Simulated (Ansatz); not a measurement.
**Relaxing a structure of Cu₂O**

The start is a relaxed Cu2O cell shaken by Gaussian noise of σ = 0.08 Å a coordinate. The structure is fully relaxed (lattice and positions, P = 0) with r2SCAN (plane waves to 500 eV, PAW, scalar-relativistic; Ansatz, an electronic-structure program). The first steps use a coarse 5×5×6 k-mesh.

Input geometry:
```
CELL_PARAMETERS angstrom
      5.66220     0.00000     0.00000
     -2.83110     4.90361     0.00000
      0.00000     0.00000     4.21501
ATOMIC_POSITIONS crystal
  O  0.99787 0.98694 0.99815
  O  0.66724 0.32534 0.58749
  O  0.33051 0.68206 0.42142
  Cu 0.84212 0.67243 0.71842
  Cu 0.82586 0.16854 0.75986
  Cu 0.32755 0.15892 0.75913
  Cu 0.13520 0.33415 0.24773
  Cu 0.19450 0.84812 0.25781
  Cu 0.69277 0.83649 0.23505
```

Q: What is the largest force in the starting geometry, and on which atom (counted from 1)?

A: 4.88 eV/Å, on O3 (atoms numbered as listed).

Q: How much energy is released per atom?

A: 0.08 eV/atom.

Q: What band gap does the relaxed structure have at this level?

A: 0.05 eV, indirect (valence top at K, conduction bottom at Γ) (no spin-orbit coupling).

Final values are on a 7×7×8 k-mesh of the relaxed cell. No spin polarisation in the result. No Hubbard U is applied.

The relaxed structure here is a generated cell of Cu2O: the first start was made by placing the elements on the sites of a structure type, and the end was not matched to a known phase here, so it may be hypothetical. Known forms of Cu2O include space group No. 224.
